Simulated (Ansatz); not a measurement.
**Calculated electric field gradients for TiO2 under strain**

The cell is an entry of the Crystallography Open Database (COD), relaxed with PBE at fixed cell and then changed (z compressed by 2 %, ions relaxed).

```
CELL_PARAMETERS angstrom
5.14500 0.00000 0.00000
0.00000 9.18500 0.00000
0.00000 0.00000 5.33806
ATOMIC_POSITIONS crystal
Ti 0.13881 0.12911 0.90406
Ti 0.63881 0.37089 0.09594
Ti 0.86119 0.62911 0.59594
Ti 0.36119 0.87089 0.40406
Ti 0.86119 0.87089 0.09594
Ti 0.36119 0.62911 0.90406
Ti 0.13881 0.37089 0.40406
Ti 0.63881 0.12911 0.59594
O 0.46346 0.23014 0.89090
O 0.96346 0.26986 0.10910
O 0.53654 0.73014 0.60910
O 0.03654 0.76986 0.39090
O 0.53654 0.76986 0.10910
O 0.03654 0.73014 0.89090
O 0.46346 0.26986 0.39090
O 0.96346 0.23014 0.60910
O 0.81710 0.00883 0.84732
O 0.31710 0.49117 0.15268
O 0.18290 0.50883 0.65268
O 0.68290 0.99117 0.34732
O 0.18290 0.99117 0.15268
O 0.68290 0.50883 0.84732
O 0.81710 0.49117 0.34732
O 0.31710 0.00883 0.65268
```

Atom numbers follow the list; atoms alike are taken as one site, whose name carries the number of the first.

Computed with Ansatz: DFT, PBE, plane waves and PAW, scalar-relativistic, 420 eV cutoff, Γ-centred 5×3×5 k-points, Fermi–Dirac smearing 0.02 eV.

Conventions: |V_zz| ≥ |V_yy| ≥ |V_xx|, η = (V_xx − V_yy)/V_zz, C_Q = eQV_zz/h. Directions are in the Cartesian axes of the cell vectors above, for the atom listed; none is given where the gradient is under 0.02 or η is above 0.95.

```tsv
site	first atom	first shell	V_zz (10²¹ V/m²)	η	direction of V_zz (x, y, z)
Ti	1	6 O at 1.85–2.04 Å	2.21	0.44	0.62 0.27 0.74
O9	9	3 Ti at 1.91–2.04 Å; also 1 Ti at 3.35 Å	-2.36	0.74	-0.05 0.76 -0.65
O17	17	3 Ti at 1.85–2.01 Å	1.86	0.94	0.59 -0.49 0.64
```

At this changed cell the PBE pressure is 9 GPa. Where η is near 1 the sign of V_zz means little.

The relaxation (5 steps) took 54 s of wall time (3.5 min of CPU time) and 1.2 GiB at its peak, on 4 threads of Arm Neoverse V2 (aarch64; 8 cores open to the job, memory cap 8.0 GiB, no GPU), a shared host with a load of 0.9 a core.
